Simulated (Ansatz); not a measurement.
Relaxed-ion elastic tensor of TaC (CsCl type, space group No. 221) in GPa (Voigt order), PBEsol (plane waves, PAW; program Ansatz); density 15.10 g/cm³, 10.61 Å³ per atom.

```
 610   164   164   0.0   0.0   0.0
 164   610   164   0.0   0.0   0.0
 164   164   610   0.0   0.0   0.0
 0.0   0.0   0.0  -5.4   0.0   0.0
 0.0   0.0   0.0   0.0  -5.4   0.0
 0.0   0.0   0.0   0.0   0.0  -5.4
```

Problem. Is the crystal mechanically stable?

Solution. No: the smallest eigenvalue of C is -5.4 GPa.

Space group Pm-3m (CsCl type). A made-up cell: these elements were put on the sites of a structure type; neither database checked (COD, Materials Project) lists it. It is not the phase usual at ambient conditions (space group No. 225). Symmetry was held in the PBEsol relaxation. At this level the phase is mechanically unstable. No spin polarisation was allowed. As this level gives no gap, shear constants depend on the k-mesh and smearing (Fermi–Dirac, 0.1 eV here). Spin–orbit coupling is left out wherever it is not named.

Potentials: the later of the program's two PAW sets.
